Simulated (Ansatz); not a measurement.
FePt:
```yaml
crystal:
  lattice:
    - [2.68841, 0.00000, 0.00000]
    - [0.00000, 2.68841, 0.00000]
    - [0.00000, 0.00000, 3.71303]
  atoms:
    - { symbol: Fe, position: [0.50000, 0.50000, 0.50000], spin: 2.9 }
    - { symbol: Pt, position: [0.00000, 0.00000, 0.00000], spin: 0.4 }
```

Relaxed with PBEsol. Special points in fractions of this cell's reciprocal vectors: Γ (0.000, 0.000, 0.000); X (0.000, 0.500, 0.000); M (0.500, 0.500, 0.000); Z (0.000, 0.000, 0.500); R (0.000, 0.500, 0.500); A (0.500, 0.500, 0.500).

### Question
List the band energies nearest the Fermi level at these points for PBEsol in the plane-wave PAW code Ansatz.

### Answer
In eV from the Fermi level; about four levels below and three above (degenerate sets whole), none deeper than 8.9 eV; … stands for higher levels left out; points with the same levels are listed once.

```tsv
k	below	above
Γ ↑	-1.89 -0.44 -0.29 -0.29	2.04 9.84 11.87 11.87
X ↑	-2.77 -2.45 -2.06 -1.65	0.30 2.21 10.45
M ↑	-0.90 -0.43 -0.38 -0.38	0.69 1.58 1.58
Z ↑	-2.20 -2.20 -1.72 -0.79	15.59 15.84 …
R ↑	-0.74 -0.65 -0.44 -0.32	4.96 6.99 16.04
A ↑	-3.54 -3.54 -2.25 -1.83 -0.90	0.70 6.99 6.99
Γ ↓	-2.44 -2.44 -0.87 -0.73	0.53 1.72 1.78 1.78
X ↓	-2.55 -1.40 -1.28 -0.99	0.49 0.75 2.52
M ↓	-6.81 -5.21 -5.21 -4.96	1.04 1.29 1.70
Z ↓	-1.95 -1.95 -1.49 -0.54	0.07 0.48 0.48
R ↓	-2.30 -0.56 -0.52 -0.51	0.99 1.56 1.66
A ↓	-2.13 -1.57 -1.44 -1.44	0.73 1.04 1.88
```

Space group P4/mmm (L1₀ or tetragonal B2). The cell was relaxed with PBEsol under the symmetry of its start. Spin order of the final state: ferromagnetic, chosen from 5 collinear starts compared on coarse meshes (ties went to the first, and starts can fall back to one state), not a proven ground state. Textbook magnetic order: ferromagnetic. Spin–orbit coupling is left out wherever it is not named.

Potentials: the later of the program's two PAW sets.
